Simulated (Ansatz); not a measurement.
PbTe (rock salt)

```yaml
crystal:
  lattice:
    - [0.00000, 6.56902, 6.56902]
    - [3.28451, 0.00000, 3.28451]
    - [3.28451, 3.28451, 0.00000]
  atoms:
    - { symbol: Te, position: [0.00000, 0.00000, 0.00000] }
    - { symbol: Te, position: [0.50000, 0.00000, 0.00000] }
    - { symbol: Pb, position: [0.25000, 0.50000, 0.50000] }
    - { symbol: Pb, position: [0.75000, 0.50000, 0.50000] }
```

A phonon eigenvector at L = (0.5, 0.0, 0.0) is frozen into this cell: atom i moves by Q times the vector below, so Q is the largest atomic displacement, in Å. The cell is held. (q is in reciprocal vectors of the primitive cell; the cell shown is doubled to hold the pattern.)

```
atom       x       y       z
----  ------  ------  ------
Te1   -0.577   0.577   0.577
Te2    0.577  -0.577  -0.577
```

Atoms not listed stay in place.

The numbers are results of PBE (plane waves to 420 eV, PAW, scalar-relativistic; Ansatz, a first-principles code), not measurements. k mesh 9×9×9 (Γ-centred), Fermi-Dirac smearing 0.05 eV. The energy includes the smearing's −TS. PbTe was relaxed with its symmetry unable to fall. Spin-orbit coupling is left out, though Pb and Te are heavy. ΔE is measured from the undisplaced structure.

| Q (Å) | ΔE (meV/cell) |
|---|---|
| -0.180 | 155.6 |
| -0.150 | 108.1 |
| -0.120 | withheld |
| -0.090 | 38.9 |
| -0.060 | 17.3 |
| -0.030 | 4.3 |
| 0.000 | 0.0 |
| 0.030 | 4.3 |
| 0.060 | 17.3 |
| 0.090 | 38.9 |
| 0.120 | withheld |
| 0.150 | 108.1 |
| 0.180 | 155.6 |

Question: Fit an even polynomial form (powers 2, 4) to the given rows and predict ΔE at Q = 0.120.

Answer: Least squares on the 11 given rows: ΔE = (4806)·Q² + (-86.58)·Q⁴, in meV/cell with Q in Å; root-mean-square residual 0.02 meV/cell. At 0.120 the fit gives 69.2 meV/cell; the calculation gives 69.2 meV/cell, the same to the digits shown. The quadratic term alone would give 69.2 meV/cell.

(A displaced cell: forces are minus the slopes of the energy, force constants its curvatures, and phonons follow from these.)
